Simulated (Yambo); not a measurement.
Yambo run on BaTiO$_{3}$ (space group P4mm, No. 99). The wavefunctions come from this Quantum ESPRESSO step (PBEsol, PseudoDojo standard norm-conserving files, scalar-relativistic):

```
&CONTROL
  calculation = 'nscf'
  pseudo_dir = './pseudo'
  outdir = './out'
/
&SYSTEM
  ibrav = 0
  nat = 5
  ntyp = 3
  ecutwfc = 84.0
  ecutrho = 336.0
  occupations = 'fixed'
  force_symmorphic = .true.
  nbnd = 129
/
&ELECTRONS
  conv_thr = 5e-09
  diago_full_acc = .true.
  diago_thr_init = 1e-08
/
ATOMIC_SPECIES
O 15.9990 O.upf
Ti 47.8670 Ti.upf
Ba 137.3270 Ba.upf
CELL_PARAMETERS angstrom
  3.990380000000   0.000000000000   0.000000000000
  0.000000000000   3.990380000000   0.000000000000
  0.000000000000   0.000000000000   4.102660000000
ATOMIC_POSITIONS crystal
O   0.000000000000   0.500000000000   0.064220000000
O   0.500000000000   0.000000000000   0.064220000000
O   0.000000000000   0.000000000000   0.548970000000
Ti   0.000000000000   0.000000000000   0.100040000000
Ba   0.500000000000   0.500000000000   0.582540000000
K_POINTS automatic
4 4 4 0 0 0
```

Yambo input:

```
rim_cut
gw0
dyson
el_el_corr
HF_and_locXC
ppa
em1d
RandQpts= 1000000
RandGvec= 1 Ry
EXXRLvcs= 84 Ry
VXCRLvcs= 336 Ry
Chimod= "HARTREE"
% BndsRnXp
 2 | 127 |
%
NGsBlkXp= 8 Ry
% LongDrXp
 1.0 | 1.0 | 1.0 |
%
PPAPntXp= 27.2114 eV
% GbndRnge
 1 | 127 |
%
GTermKind= "BG"
DysSolver= "n"
ExtendOut
% QPkrange
 1 | 1 | 20 | 21 |
 3 | 3 | 20 | 21 |
 7 | 7 | 20 | 21 |
 9 | 9 | 20 | 21 |
 16 | 16 | 20 | 21 |
 18 | 18 | 20 | 21 |
%
```

k points by index: 1 = Γ, 3 = Z, 7 = X, 9 = R, 16 = M, 18 = A.

Table of the .qp output:

```
#    K-point    Band    Eo [eV]    E [eV]    E-Eo [eV]    Vxc [eV]    Vnlxc [eV]    Sc|Eo [eV]    Sc|E [eV]    dSc/dw|Eo [eV]    Re(Z)    Im(Z)
#
    1    20    -0.434664    -0.771469    -0.336805    -19.70727    -24.30464    4.160124    4.260568    -8.112361    0.770340    -0.001345
    1    21    1.809436    3.035934    1.226499    -18.74413    -11.42538    -5.745224    -6.092249    -7.698195    0.779479    -0.001432
    3    20    -0.710649    -1.102876    -0.392227    -19.66129    -24.62819    4.457350    4.574668    -8.136556    0.769813    -0.001351
    3    21    1.928347    3.201166    1.272819    -19.15865    -11.63506    -5.883162    -6.250770    -7.858021    0.775927    -0.001466
    7    20    -1.056600    -1.452299    -0.395699    -19.74677    -24.66589    4.404492    4.523424    -8.176113    0.768952    -0.001394
    7    21    2.316976    3.596760    1.279784    -19.35084    -12.16656    -5.531274    -5.904497    -7.934681    0.774234    -0.001484
    9    20    -0.314234    -0.696370    -0.382136    -19.50265    -24.59131    4.589751    4.706532    -8.313018    0.765989    -0.001387
    9    21    3.561191    4.956841    1.395650    -21.15231    -13.24278    -6.056355    -6.513884    -8.919239    0.753135    -0.001777
    16    20    -0.040980    -0.378725    -0.337745    -19.64055    -24.75973    4.677632    4.781434    -8.359949    0.764978    -0.001369
    16    21    3.644031    5.019028    1.374997    -21.21355    -13.32120    -6.059837    -6.517355    -9.052774    0.750360    -0.002011
    18    20    0.000000    -0.320949    -0.320949    -19.74405    -24.84959    4.685742    4.784593    -8.377661    0.764598    -0.001374
    18    21    4.151309    5.556129    1.404820    -21.57174    -13.17626    -6.488843    -6.990662    -9.714630    0.736880    -0.005168
```
(The two width columns are left out.) Convergence of these settings isn't established.

Geometry of the Materials Project entry, not relaxed at this level.
